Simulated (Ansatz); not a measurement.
**Relaxing a structure of Te2Mo**

The start is a generated trial cell of Te2Mo in the rutile structure type. A full variable-cell relaxation at zero pressure is run with PBE (plane waves to 420 eV, PAW, scalar-relativistic; Ansatz, an electronic-structure program). The first steps use a coarse 4×4×5 k-mesh.

Initial structure:
```yaml
crystal:
  lattice:
    - [6.95346, 0.00000, 0.00000]
    - [0.00000, 6.95346, 0.00000]
    - [0.00000, 0.00000, 4.47806]
  atoms:
    - { symbol: Mo, position: [0.00000, 0.00000, 0.00000] }
    - { symbol: Mo, position: [0.50000, 0.50000, 0.50000] }
    - { symbol: Te, position: [0.30496, 0.30496, 0.00000] }
    - { symbol: Te, position: [0.80496, 0.19504, 0.50000] }
    - { symbol: Te, position: [0.19504, 0.80496, 0.50000] }
    - { symbol: Te, position: [0.69504, 0.69504, 0.00000] }
```

```yaml
initial_pressure: "-11 GPa (negative: the cell is under tension)"
largest_initial_force: about 0.4 eV/Å, on Te3, Te4, Te5, Te6 (atoms numbered as listed)
outcome: The space group stays P4₂/mnm (No. 136) (the run could not lower it), with 6 atoms in the primitive cell
energy_released: 0.45 eV/atom
volume_change: -25.6 %, from 36.09 to 26.87 Å³/atom
Shortest distances (start → end): "The closest pairs of elements (up to four, under 3.6 Å), start → end: Mo–Te 2.95 → 2.70 Å"
band_gap_at_the_end: no gap (metallic)
optimiser_moves: 12
```

Relaxed structure:

```cif
data_Mo2Te4
_chemical_formula_sum 'Mo2 Te4'
_space_group_name_H-M_alt 'P42/mnm'
_space_group_IT_number 136
_space_group_name_Hall '-P 4n 2n'
_cell_length_a 6.67907
_cell_length_b 6.67907
_cell_length_c 3.61342
_cell_angle_alpha 90.000
_cell_angle_beta 90.000
_cell_angle_gamma 90.000
loop_
_atom_site_label
_atom_site_type_symbol
_atom_site_symmetry_multiplicity
_atom_site_Wyckoff_symbol
_atom_site_fract_x
_atom_site_fract_y
_atom_site_fract_z
_atom_site_occupancy
Mo1 Mo 2 a 0.00000 0.00000 0.00000 1
Te1 Te 4 g 0.21457 0.21457 0.50000 1
```

Final values are on a 7×7×13 k-mesh of the relaxed cell. No spin polarisation in the result. A magnetic state may lie lower.

The run could not lose the symmetry of its start: the end is stationary, and may be a saddle point rather than a minimum.

The relaxed structure here is a generated cell of Te2Mo: the first start was made by placing the elements on the sites of a structure type, and the end was not matched to a known phase here, so it may be hypothetical. Known forms of Te2Mo include space group No. 194.
